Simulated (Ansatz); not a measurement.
**Question.** Name crystals whose computed values (the program Ansatz at the LDA level (PAW)) fall in these windows: G_Hill (GPa) 32 to 40; ε∞ 5.1 to 7.2.

**Answer.** 

```json
[
 {"crystal": "ZnS, 6H polytype", "G_Hill (GPa)": "37.1", "ε∞": "6.20"},
 {"crystal": "ZnS, zinc blende", "G_Hill (GPa)": "37.3", "ε∞": "6.18"},
 {"crystal": "SrAgSF, P4/nmm (Sr on 2c, Ag on 2b, S on 2c, F on 2a)", "G_Hill (GPa)": "36.0", "ε∞": "5.46"}
]
```
Others may fit too.

Not the usual ambient phase: ZnS, 6H polytype. Standing as an ambient phase not checked: SrAgSF, P4/nmm (Sr on 2c, Ag on 2b, S on 2c, F on 2a). All cells were relaxed under the symmetry of their starts (and spin orders); stability against distortions was not tested throughout. Rows with no word on spin ran without spin polarisation. Spin–orbit coupling is left out wherever it is not named.

Potentials: the later of the program's two PAW sets.
